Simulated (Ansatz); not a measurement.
SiO₂:
```cif
data_O4Si2
_chemical_formula_sum 'Si2 O4'
_space_group_name_H-M_alt 'P 1'
_space_group_IT_number 1
_cell_length_a 4.23641
_cell_length_b 4.23641
_cell_length_c 2.69039
_cell_angle_alpha 90.000
_cell_angle_beta 90.000
_cell_angle_gamma 90.000
loop_
_space_group_symop_operation_xyz
  'x, y, z'
loop_
_atom_site_label
_atom_site_type_symbol
_atom_site_fract_x
_atom_site_fract_y
_atom_site_fract_z
_atom_site_occupancy
Si1 Si 0.00000 0.00000 0.00000 1
Si2 Si 0.50000 0.50000 0.50000 1
O1 O 0.30699 0.30699 0.00000 1
O2 O 0.80699 0.19301 0.50000 1
O3 O 0.19301 0.80699 0.50000 1
O4 O 0.69301 0.69301 0.00000 1
```

Relaxed with PBE.

**Question.** Which orbitals make up the states near the band edges in the program Ansatz at the PBE level (PAW)?

**Answer.** Top 1 eV of the valence band: O 2p 98 %. Bottom 1 eV of the conduction band: Si 3s 51 %, O 2s 35 %, O 2p 9 %. Projections are on Löwdin-orthogonalised atomic valence shells; empty p or d shells of many metals are not among them.

**Question.** Tabulate the density of states.

**Answer.** States/eV per cell of 6 atoms, in 0.25 eV bins, energy from the valence-band maximum.

```
E (eV)  total  O 2p  Si 3p  Si 3s
------  -----  ----  -----  -----
-7.85    1.50  1.07   0.24   0.09
-7.60    2.44  1.77   0.48   0.08
-7.35    1.96  1.44   0.36   0.07
-7.10    1.81  1.34   0.31   0.07
-6.85    1.92  1.43   0.32   0.08
-6.60    2.05  1.54   0.35   0.07
-6.35    2.44  1.85   0.42   0.08
-6.10    3.02  2.31   0.51   0.08
-5.85    2.77  2.13   0.43   0.07
-5.60    2.71  2.14   0.38   0.06
-5.35    2.51  2.02   0.32   0.05
-5.10    2.67  2.18   0.34   0.04
-4.85    2.40  1.98   0.28   0.03
-4.60    2.29  1.94   0.24   0.02
-4.35    2.95  2.53   0.28   0.03
-4.10    3.32  2.90   0.26   0.02
-3.85    2.78  2.49   0.16   0.02
-3.60    4.20  3.84   0.18   0.02
-3.35    4.64  4.33   0.13   0.01
-3.10    3.55  3.36   0.06   0.01
-2.85    2.17  2.05   0.04   0.01
-2.60    2.47  2.33   0.05   0.01
-2.35    3.14  2.98   0.05   0.02
-2.10    3.87  3.68   0.05   0.02
-1.85    3.14  3.02   0.03   0.01
-1.60    4.47  4.36   0.02   0.01
-1.35    3.88  3.78   0.02   0.00
-1.10    2.95  2.88   0.02   0.00
-0.85    1.32  1.29   0.01   0.00
-0.60    0.72  0.71   0.01   0.00
-0.35    0.41  0.41   0.00   0.00
-0.10    0.13  0.13   0.00   0.00
0.15     0.00  0.00   0.00   0.00
0.40     0.00  0.00   0.00   0.00
0.65     0.00  0.00   0.00   0.00
0.90     0.00  0.00   0.00   0.00
1.15     0.00  0.00   0.00   0.00
1.40     0.00  0.00   0.00   0.00
1.65     0.00  0.00   0.00   0.00
1.90     0.00  0.00   0.00   0.00
2.15     0.00  0.00   0.00   0.00
2.40     0.00  0.00   0.00   0.00
2.65     0.00  0.00   0.00   0.00
2.90     0.00  0.00   0.00   0.00
3.15     0.00  0.00   0.00   0.00
3.40     0.00  0.00   0.00   0.00
3.65     0.00  0.00   0.00   0.00
3.90     0.00  0.00   0.00   0.00
4.15     0.00  0.00   0.00   0.00
4.40     0.00  0.00   0.00   0.00
4.65     0.00  0.00   0.00   0.00
4.90     0.00  0.00   0.00   0.00
5.15     0.01  0.00   0.00   0.01
5.40     0.06  0.00   0.00   0.03
5.65     0.10  0.01   0.00   0.05
5.90     0.15  0.02   0.01   0.07
6.15     0.20  0.03   0.01   0.10
6.40     0.28  0.04   0.02   0.13
6.65     0.40  0.06   0.02   0.19
6.90     0.77  0.13   0.05   0.35
7.15     1.46  0.26   0.11   0.67
7.40     2.23  0.43   0.18   1.02
7.65     2.63  0.54   0.24   1.22
7.90     2.02  0.44   0.19   0.93
8.15     1.62  0.36   0.16   0.73
8.40     1.47  0.28   0.33   0.53
8.65     1.32  0.21   0.43   0.37
8.90     1.45  0.24   0.51   0.38
9.15     1.39  0.21   0.59   0.28
9.40     1.25  0.19   0.58   0.21
9.65     1.51  0.20   0.79   0.18
9.90     1.69  0.17   0.99   0.09
```

Space group P4_2/mnm (rutile). This is a known high-pressure phase of the composition, computed here at zero pressure and temperature. The cell was relaxed with PBE under the symmetry of its start; its stability against distortions is not shown here.

Potentials: the later of the program's two PAW sets.
